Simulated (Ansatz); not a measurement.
## Ta: an elastic constant from a strain scan

Method: DFT PBEsol, scalar-relativistic, plane waves, PAW in Ansatz. Settings: plane waves to 420 eV, k-mesh 24×24×24 (Γ-centred), Gaussian smearing 0.15 eV. Spin–orbit coupling is left out, which can shift energies with elements as heavy as these. No spin polarisation. Energies are free energies at this smearing, counted from the undisturbed cell; pressure is positive in compression.

Zero of the scan (relaxed at this level; with this scan's settings it stands at 0.2 GPa; this fcc form isn't the usual structure):

```
CELL_PARAMETERS angstrom
0.00000 2.08780 2.08780
2.08780 0.00000 2.08780
2.08780 2.08780 0.00000
ATOMIC_POSITIONS crystal
Ta 0.00000 0.00000 0.00000
```

The cell is strained by ε times the Voigt pattern (1, -1, 0, 0, 0, 0) (xx, yy, zz, yz, xz, xy; engineering shear) with fractional coordinates fixed. The cell holds 1 atom in V0 = 18.20 Å³. The stress column is τ = (1/V0) dE/dε, got from the stress tensor σ (compression positive) at each point as −det(1 + εP) σ : P(1 + εP)⁻¹, with P the pattern as a tensor.

```csv
ε,ΔE (meV/atom),τ (GPa)
-0.0350,-21.211,10.713
-0.0300,-15.525,9.281
-0.0200,-6.766,6.101
-0.0100,-1.652,2.938
0.0000,0.000,0.000
0.0100,-1.652,-2.938
0.0200,-6.766,-6.101
0.0300,-15.525,-9.281
0.0350,-21.211,-10.713
0.0400,?,?
```

Question: Which combination of elastic constants does this scan measure, and how large is it?

Answer: For small ε, τ = τ0 + Kε with K = pᵀCp, which for this pattern is 2(C11 − C12) in the cubic axes. The parabola through τ at ε = -0.0100, 0 and 0.0100 has slope K = -294 GPa at zero. The energies per cell, E = NΔE, of the same two points give K = 2[E(ε₊)/ε₊ − E(ε₋)/ε₋]/[(ε₊ − ε₋)V0] = -291 GPa, in agreement. K is negative: with the atoms carried along, the cell is unstable to this strain.

Question: Predict the withheld row at ε = 0.0400 from the harmonic law, and compare.

Answer: ΔE = V0(τ0 ε + Kε²/2)/N = -26.699 meV/atom and τ = -11.75 GPa. The calculation gives -27.658 meV/atom and -11.95 GPa, a miss of 3.6 % of the harmonic energy, so the harmonic law still holds here.

In a metal these slopes depend on the k mesh and the smearing.